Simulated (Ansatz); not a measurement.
In$_{2}$Pt:
```cif
data_In8Pt4
_chemical_formula_sum 'In8 Pt4'
_space_group_name_H-M_alt 'Fm-3m'
_space_group_IT_number 225
_space_group_name_Hall '-F 4 2 3'
_cell_length_a 6.31457
_cell_length_b 6.31457
_cell_length_c 6.31457
_cell_angle_alpha 90.000
_cell_angle_beta 90.000
_cell_angle_gamma 90.000
loop_
_atom_site_label
_atom_site_type_symbol
_atom_site_symmetry_multiplicity
_atom_site_Wyckoff_symbol
_atom_site_fract_x
_atom_site_fract_y
_atom_site_fract_z
_atom_site_occupancy
In1 In 8 c 0.25000 0.25000 0.25000 1
Pt1 Pt 4 a 0.00000 0.00000 0.00000 1
```
(The calculation used a cell of 3 atoms; values per cell refer to that cell.)

Relaxed with LDA.

### Question
Which orbitals make up the states near the Fermi level in LDA (plane waves, PAW; program Ansatz)?

### Answer
Within 0.5 eV of the Fermi level: In 5p 60 %, Pt 5d 20 %, In 5s 13 %. Projections are on Löwdin-orthogonalised atomic valence shells; empty p or d shells of many metals are not among them.

### Question
Tabulate the density of states.

### Answer
States/eV per cell of 3 atoms, in 0.25 eV bins, energy from the Fermi level.

| E (eV) | total | Pt 5d | In 5p | In 5s |
|---|---|---|---|---|
| -7.85 | 0.78 | 0.06 | 0.28 | 0.30 |
| -7.60 | 0.78 | 0.07 | 0.27 | 0.30 |
| -7.35 | 0.71 | 0.07 | 0.24 | 0.28 |
| -7.10 | 0.64 | 0.07 | 0.21 | 0.27 |
| -6.85 | 0.57 | 0.07 | 0.18 | 0.25 |
| -6.60 | 0.51 | 0.07 | 0.14 | 0.24 |
| -6.35 | 0.88 | 0.10 | 0.27 | 0.46 |
| -6.10 | 1.93 | 0.38 | 0.53 | 0.97 |
| -5.85 | 2.30 | 0.81 | 0.45 | 0.98 |
| -5.60 | 1.76 | 0.85 | 0.28 | 0.59 |
| -5.35 | 1.04 | 0.52 | 0.22 | 0.26 |
| -5.10 | 0.80 | 0.39 | 0.22 | 0.15 |
| -4.85 | 0.75 | 0.34 | 0.25 | 0.10 |
| -4.60 | 0.79 | 0.36 | 0.28 | 0.09 |
| -4.35 | 1.92 | 1.19 | 0.59 | 0.08 |
| -4.10 | 5.72 | 4.26 | 1.28 | 0.08 |
| -3.85 | 3.92 | 3.02 | 0.72 | 0.05 |
| -3.60 | 2.66 | 1.96 | 0.52 | 0.05 |
| -3.35 | 4.98 | 3.92 | 0.70 | 0.12 |
| -3.10 | 6.69 | 5.98 | 0.41 | 0.04 |
| -2.85 | 6.87 | 6.28 | 0.28 | 0.07 |
| -2.60 | 1.99 | 1.37 | 0.33 | 0.12 |
| -2.35 | 1.09 | 0.58 | 0.28 | 0.11 |
| -2.10 | 1.00 | 0.46 | 0.32 | 0.11 |
| -1.85 | 1.19 | 0.52 | 0.43 | 0.14 |
| -1.60 | 1.13 | 0.41 | 0.48 | 0.14 |
| -1.35 | 1.08 | 0.35 | 0.51 | 0.14 |
| -1.10 | 1.25 | 0.38 | 0.64 | 0.14 |
| -0.85 | 1.35 | 0.39 | 0.73 | 0.14 |
| -0.60 | 1.28 | 0.33 | 0.72 | 0.14 |
| -0.35 | 1.22 | 0.28 | 0.71 | 0.14 |
| -0.10 | 1.15 | 0.24 | 0.69 | 0.14 |
| 0.15 | 1.10 | 0.21 | 0.67 | 0.14 |
| 0.40 | 1.04 | 0.18 | 0.64 | 0.14 |
| 0.65 | 1.00 | 0.15 | 0.62 | 0.15 |
| 0.90 | 1.00 | 0.13 | 0.59 | 0.21 |
| 1.15 | 0.87 | 0.09 | 0.56 | 0.14 |
| 1.40 | 0.72 | 0.06 | 0.51 | 0.08 |
| 1.65 | 0.72 | 0.10 | 0.37 | 0.18 |
| 1.90 | 0.76 | 0.12 | 0.33 | 0.25 |
| 2.15 | 0.78 | 0.13 | 0.32 | 0.27 |
| 2.40 | 0.85 | 0.14 | 0.35 | 0.30 |
| 2.65 | 1.06 | 0.15 | 0.44 | 0.38 |
| 2.90 | 1.45 | 0.16 | 0.62 | 0.53 |
| 3.15 | 1.92 | 0.16 | 0.87 | 0.72 |
| 3.40 | 1.24 | 0.11 | 0.59 | 0.42 |
| 3.65 | 0.87 | 0.08 | 0.40 | 0.26 |
| 3.90 | 0.80 | 0.07 | 0.31 | 0.18 |
| 4.15 | 1.06 | 0.08 | 0.42 | 0.25 |
| 4.40 | 1.25 | 0.08 | 0.54 | 0.28 |
| 4.65 | 1.61 | 0.10 | 0.77 | 0.29 |

The first step of the workflow began from a Materials Project structure, measured or hypothetical; the Crystallography Open Database files this formula in space group No. 225, but the cells were not matched. Whether it is the stable phase at ambient conditions was not checked. Symmetry was held in the LDA relaxation; of distortions, only those at the zone centre were tested. The run is not spin-polarised. Scalar-relativistic: spin–orbit coupling is off unless named, which matters more the heavier the elements.

Potentials: the later of the program's two PAW sets.
